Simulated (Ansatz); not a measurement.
## LiBiSe2 (ordering on rocksalt) by several functionals

All numbers come from the plane-wave code Ansatz. All values are calculated for a non-magnetic cell, which may be hypothetical.

The cell is LiBiSe2, ordered on the rocksalt lattice (R-3m) with 4 atoms a cell; cell and atoms were relaxed with r2SCAN. Space group R-3m (No. 166), trigonal; conventional cell a = 4.120 Å, c = 19.840 Å, 24.30 Å³ an atom. Li has 6 Se at 2.85 Å; Bi has 6 Se at 2.95 Å; Se has 3 Li at 2.85 Å and 3 Bi at 2.95 Å.

```cif
data_structure
_symmetry_space_group_name_H-M 'R-3m:H'
_symmetry_Int_Tables_number 166
_cell_length_a 4.1198
_cell_length_b 4.1198
_cell_length_c 19.8402
_cell_angle_alpha 90.000
_cell_angle_beta 90.000
_cell_angle_gamma 120.000
_cell_volume 291.63
loop_
_atom_site_label
_atom_site_type_symbol
_atom_site_symmetry_multiplicity
_atom_site_Wyckoff_symbol
_atom_site_fract_x
_atom_site_fract_y
_atom_site_fract_z
_atom_site_occupancy
Li1 Li 3 a 0.00000 0.00000 0.00000 1
Bi1 Bi 3 b 0.33333 0.66667 0.16667 1
Se1 Se 6 c 0.00000 0.00000 0.25433 1
```

Relaxed lattice by functional, symmetry kept:
```tsv
functional	k mesh	a (Å)	c (Å)	volume (Å³/atom)
PBE	8×8×8	4.140	19.865	24.57
r2SCAN	6×6×6	4.120	19.840	24.30
PBEsol	6×6×6	4.081	19.458	23.38
```

On this one geometry the levels give:

| level | k mesh | gap (eV) | kind | edges | least direct gap (eV) | rough cost |
| --- | --- | --- | --- | --- | --- | --- |
| LDA | 8×8×8 | 0.91 | indirect | (0.474, -0.490, -0.474) → T | 0.92 | 18 core-seconds |
| PBE | 8×8×8 | 1.04 | indirect | T–H₂ (0.10) → T | 1.04 | 18 core-seconds |
| PBE+SOC | 8×8×8 | 0.47 | direct | T | 0.47 | 110 core-seconds |
| r2SCAN | 8×8×8 | 1.39 | indirect | (0.474, -0.490, -0.474) → T | 1.39 | 40 core-seconds |
| G0W0@PBE (290 empty bands, 120 eV, 4×4×4) | 4×4×4 | 1.50 | – | T (mesh) | – | 10 core-minutes |

PBE, PBE+SOC: smearing of 0.02 eV; the others have fixed occupations.
Wave cutoffs: 420 eV, 500 eV (r2SCAN).
Points off the special ones are mesh points or PBE's searched band edges, reused at the other levels.
The G0W0 gap is PBE's gap over the path plus the quasiparticle shift read on the mesh. G0W0 values are finite-basis, finite-mesh values.
Costs come from shared machines and give only the order; PBE's includes the band path. The runs had 2 threads of Arm Neoverse V1, with other jobs on the host.

With r2SCAN the valence top lies at k = (0.474, -0.490, -0.474) and the conduction bottom at T, 1.387 eV higher; the smallest vertical gap, at T, is 1.388 eV. Least and direct gap differ so little that the kind isn't settled. Spin-orbit coupling changes the PBE gap by -0.572 eV, to 0.47 eV.

Set against the finite-basis gap of 1.50 eV from G0W0@PBE (290 empty bands, 120 eV, 4×4×4), PBE's least gap plus the shift on the mesh, where the gap is 1.51 eV, the closest functional is r2SCAN, which differs by -0.11 eV; G0W0 itself took about 15 times r2SCAN's rough cost. The others: PBE -0.46, LDA -0.59 eV. The yardstick's own error is a tenth of an eV or more. For gaps to 0.1 eV, spin-orbit coupling (up to 0.579 eV on PBE's least or direct gap) has to be included. Direct and least gap lie within 0.04 eV at some levels, so the kind of gap isn't settled.

PBE (ground state on 6×6×6): The clamped-ion dielectric constant comes out as 13.48 along x and y, 9.23 along z. Born charges, averaged over directions: Li +1.98, Bi +4.74, Se -3.36 e.

Only the levels marked +SOC include spin-orbit coupling.

Coordinates of k points refer to the reciprocal vectors of the primitive cell of the runs.
